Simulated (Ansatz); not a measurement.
Ge: strain energy, fitted

Ge, P6_3/mmc, a = 3.996 Å, c = 6.603 Å. This isn't the element's structure at ambient conditions. Ansatz: r2SCAN, PAW, 500 eV, Γ-centred 12×12×6 mesh on 4 atoms, Gaussian smearing 0.01 eV; no spin polarisation. Series: strain along c alone, the other axes held, atoms relaxed; x is the strain in per cent. y is the free energy over the unstrained cell, V0 = 22.823 Å³/atom.

| x (%) | y (meV/atom) |
| --- | --- |
| -4.5 | ? |
| -3.0 | 11.86 |
| -1.5 | 2.89 |
| 0.0 | 0.00 |
| 1.5 | 2.74 |
| 3.0 | 10.50 |
| 4.5 | 22.84 |

Question: Fit y = c2 x² + c3 x³ to the other rows, turn c2 into a modulus, and predict the missing energy.

Answer: Least squares on the rows shown. y = 1.2423 x² − 0.025377 x³. In eV per unit strain² c2 is 12.42; this is C33 with relaxed ions (E = ½ C33 V0 ε²): 2 × 12.42 × 160.2 / (22.823) = 174 GPa. At x = -4.5 the fit asked for gives 27.47 meV/atom. The run gave 27.39 meV/atom, so the fit is 0.08 meV/atom too high, a small miss on the scale of the series.

Where the gap has closed, the smearing of 0.02 eV or less is narrow for a metal on this mesh.